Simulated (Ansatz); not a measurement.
BaTe:
```
BaTe
1.0
    0.00000     3.52268     3.52268
    3.52268     0.00000     3.52268
    3.52268     3.52268     0.00000
Ba Te
1 1
Cartesian
  0.00000   0.00000   0.00000
  3.52268   3.52268   3.52268
```

Relaxed with HSE06.

### Question
Give the Bader charges and basin volumes of the independent atoms, HSE06 in the plane-wave PAW code Ansatz.

### Answer


```tsv
atom	Bader charge (e)	Bader volume (Å³)
Ba1	+1.42	30.0
Te2	-1.42	57.4
```

Space group Fm-3m (rock salt). Symmetry was held in the HSE06 relaxation. Scalar-relativistic: spin–orbit coupling is off unless named, which matters more the heavier the elements.

Potentials: the later of the program's two PAW sets.
